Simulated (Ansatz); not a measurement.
Values for one crystal, relaxed and computed with PBEsol in the plane-wave PAW code Ansatz; other levels are named.

* **Volume per atom**: 13.38 Å³
* **Band gap**: 0.15 eV (direct)
* **Poisson's ratio**: 0.30
* **Conduction-band minimum**: at Γ
* **Debye temperature from the elastic constants**: 447 K
* **Gap with spin–orbit coupling**: 0.15 eV
* **Electron effective mass with spin–orbit coupling**: 0.024, 0.029, 0.030 mₑ (principal values)

Problem. Pick the material that matches.
A. Ca3BiN, anti-perovskite
B. ZnCd3S4, P-43m (Zn on 1a, Cd on 3c, S on 4e)
C. ZnHgS2, R3m (Zn on 3a, Hg on 3a, S on 3a, S on 3a)
D. ZnSnN2, Pna2_1 (Zn on 4a, Sn on 4a, N on 4a, N on 4a)

Solution. D, ZnSnN2, Pna2_1 (Zn on 4a, Sn on 4a, N on 4a, N on 4a)

The PBEsol relaxation kept the symmetry of its start. Scalar-relativistic: spin–orbit coupling is off unless named, which matters more the heavier the elements.

Potentials: the later of the program's two PAW sets.
